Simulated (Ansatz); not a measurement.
# Bi2N2Cl: course of a relaxation

The calculation used DFT PBEsol, scalar-relativistic, plane waves, PAW (Ansatz). (420 eV cutoff, 12×12×12 k-mesh, Gaussian smearing of 0.10 eV, no spin polarisation)

What was changed in Pb2ClO2: O → N, Pb → Bi on all its sites, cell and atoms relaxed.

A cell with an odd number of electrons and no spin polarisation is a metal by construction and may be lower with spin. Spin–orbit coupling is left out, which can shift energies with elements as heavy as these.

Command:

```bash
ansatz run input.yaml --threads 1 --pin off --max-ram 2560MiB --backend cpu --events-out ev --progress --plain --runs-dir out
```

Input:

```yaml
crystal:
  lattice:
    - [-2.0007299251, 2.0007299251, 6.2766713994]
    - [2.0007299251, -2.0007299251, 6.2766713994]
    - [2.0007299251, 2.0007299251, -6.2766713994]
  atoms:
    - { symbol: Bi, position: [0.1517461251, 0.1517461251, 0.0] }
    - { symbol: Bi, position: [0.8482538749, 0.8482538749, 0.0] }
    - { symbol: Cl, position: [0.5, 0.5, 0.0] }
    - { symbol: "N", position: [0.75, 0.25, 0.5] }
    - { symbol: "N", position: [0.25, 0.75, 0.5] }
basis:
  ecutwfc: 420
kpoints:
  mp_grid: { grid: [12, 12, 12] }
hamiltonian:
  xc: pbesol
scf:
  occupations: { method: gaussian, width: 0.1 }
output:
  forces: true
  stress: true
  eigenvalues: true
  write_density: true
  write_potential: true
  elf: true
  volumetric_format: npy
relax:
  adjacent_minimum: "off"
  f_tol: 0.01
  max_steps: 60
  cell: { stress_tol: 0.1 }
```

F is the free energy. Steps run on the plane waves of an earlier cell, but the last one, and at times one on the way, on a freshly chosen basis, so a repeated geometry can differ a little in energy.

Steps:

```
step F − F(1) (eV) largest force component (eV/Å) V (Å³/atom) P (GPa)
   1         0.0000                           0.594       20.100    -5.37
   2        -0.0905                           0.379       18.405     3.13
   3        -0.1206                           0.040       18.894    -0.35
   4        -0.1218                           0.012       18.812    -0.05
   5        -0.1220                           0.001       18.793     0.01
   6        -0.1151                           0.003       18.793    -0.08
   7        -0.1155                           0.003       18.756     0.00
   8        -0.1152                           0.003       18.756     0.00
```

Relaxed structure:

```
CELL_PARAMETERS angstrom
-1.96061 1.96061 6.09910
1.96061 -1.96061 6.09910
1.96061 1.96061 -6.09910
ATOMIC_POSITIONS crystal
Bi 0.15157 0.15157 0.00000
Bi 0.84843 0.84843 0.00000
Cl 0.50000 0.50000 0.00000
N 0.75000 0.25000 0.50000
N 0.25000 0.75000 0.50000
```

Symmetry: I4/mmm, No. 139, tetragonal system. The conventional cell has a = 3.921 Å, b = 3.921 Å, c = 12.198 Å, α = 90.00°, β = 90.00°, γ = 90.00°. Around Bi (site symmetry 4mm) lie 4 N at 2.30 Å. Cl (site symmetry 4/mmm) has 8 Bi at 3.33 Å and 8 N at 3.63 Å as nearest neighbours. N (site symmetry -4m2) has 4 Bi at 2.30 Å as nearest neighbours.

The run converged. The run took 4.4 min on 1 thread of Arm Neoverse V2, on a shared host, peak memory 0.64 GiB.